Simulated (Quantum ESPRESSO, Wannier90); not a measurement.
## Wannier functions of RbHO (Cmc2₁)

```xyz
6
Lattice="4.1178 0.0000 0.0000 0.0000 0.0000 -4.2027 -2.0589 5.3940 0.0000" Properties=species:S:1:pos:R:3 pbc="T T T"
Rb     2.0589    -1.4910     1.0972
Rb    -2.0589     1.4910    -1.0042
H      0.0000     0.3479     1.6676
H      0.0000    -0.3479    -0.4338
O      0.0000     1.0595     0.9983
O      0.0000    -1.0595    -1.1030
```

Structure: Materials Project mp-626620, symmetrised, not relaxed again. Not found in the COD (Crystallography Open Database) copy used; not checked further. Computed values, not measurements, from PBEsol: Quantum ESPRESSO (norm-conserving PseudoDojo potentials, cutoff 68 Ry, no spin polarisation, no spin-orbit coupling) on a Γ-centred 8×8×8 mesh, then Wannier90. Density: 8×8×8 mesh, Gaussian smearing 0.01 Ry.

Bands 11-12 form an isolated set from -4.32 to -3.59 eV relative to the valence-band maximum (on the path) and are turned into 2 Wannier functions by minimising the spread from the start: SCDM (isolated).

Centres (Cartesian, Å; one of the equivalent choices) and spreads:

```csv
n,x,y,z,spread (Å²),nearest atom
1,0.000,0.966,1.094,1.649,O5
2,0.000,-0.966,-1.008,1.649,O6
```

Ω_I = 3.30 Å², Ω_total = 3.30 Å²; the interpolated bands follow pw.x to 0.1 meV rms on the path. Only this start was tried; a symmetric start can stop on a saddle, and mixtures of these functions could lower the total by at most Ω_total − Ω_I.
